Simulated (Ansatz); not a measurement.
**Property card for ZrOs**

ZrOs:
```yaml
crystal:
  lattice:
    - [3.24709, 0.00000, 0.00000]
    - [0.00000, 3.24709, 0.00000]
    - [0.00000, 0.00000, 3.24709]
  atoms:
    - { symbol: Zr, position: [0.50000, 0.50000, 0.50000] }
    - { symbol: Os, position: [0.00000, 0.00000, 0.00000] }
```

Space group Pm-3m (No. 221), CsCl type; conventional cell a = 3.247 Å, b = 3.247 Å, c = 3.247 Å, α = 90.00°, β = 90.00°, γ = 90.00°.

Method: plane-wave PAW PBEsol (Ansatz code). Structure relaxed to zero pressure with the same functional. Other levels are named where they apply.

**Cell and energy**

```
Quantity                                                       Value
-----------------------------------------------------  -------------
Volume per atom                                             17.12 Å³
Density                                                  13.65 g/cm³
Formation energy from the elements (no fitted shifts)  -0.52 eV/atom
```

**Electronic structure**

```
Quantity                                                                    Result
------------------------------------  --------------------------------------------
Electronic character                                             metallic (no gap)
Density of states at the Fermi level  0.21 states/eV per atom (mean over ±0.08 eV)
Gap with spin–orbit coupling                                       none (metallic)
```

**Mechanics**

```
Item                                                                           Value
--------------------------------------------  --------------------------------------
Bulk modulus (Birch–Murnaghan fit)                                           224 GPa
Pressure derivative B′                                                           4.1
Elastic constants (relaxed ions, GPa)               C11 = 390, C12 = 142, C44 = 95.8
Mechanical stability                          stable (all eigenvalues of C positive)
Hill bulk and shear moduli                                           224 and 106 GPa
Young's modulus                                                              275 GPa
Poisson's ratio                                                                 0.30
Debye temperature from the elastic constants                                   360 K
```

**Phonons**

```
Quantity                                        Value
-----------------------------  ----------------------
Highest zone-centre frequency               186 cm^-1
Zone-centre stability          no imaginary mode at Γ
```

The workflow started from a Materials Project entry (that database holds measured and hypothetical structures alike); the Crystallography Open Database files this formula in space group No. 221, but the cells were not matched. Whether it is the stable phase at ambient conditions was not checked. Symmetry was held in the PBEsol relaxation. The run is not spin-polarised. As this level gives no gap, shear constants depend on the k-mesh and smearing (Fermi–Dirac, 0.1 eV here). As this level gives no gap, phonon frequencies hold no LO–TO term and depend on the k-mesh and smearing (Fermi–Dirac, 0.1 eV here). The references are the lowest solids computed at this level, not always the standard phases. Scalar-relativistic: spin–orbit coupling is off unless named, which matters more the heavier the elements.

Potentials: the later of the program's two PAW sets.
